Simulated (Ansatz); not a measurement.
An elastic tensor (GPa, Voigt order, standard axes) from DFT-LDA in the program Ansatz with PAW potentials:

```tsv
	1	2	3	4	5	6
1	44.4	9.0	9.0	0.0	0.0	0.0
2	9.0	44.4	9.0	0.0	0.0	0.0
3	9.0	9.0	44.4	0.0	0.0	0.0
4	0.0	0.0	0.0	7.6	0.0	0.0
5	0.0	0.0	0.0	0.0	7.6	0.0
6	0.0	0.0	0.0	0.0	0.0	7.6
```

Q: Which of these materials gives this?
A) MgTe, rock salt
B) NaI, rock salt
C) Mg2Ge, anti-fluorite

A: B, NaI, rock salt

Space group Fm-3m (rock salt). Symmetry was held in the LDA relaxation; phonons on a q-mesh show no instability. Scalar-relativistic: spin–orbit coupling is off unless named, which matters more the heavier the elements.

Potentials: the later of the program's two PAW sets.
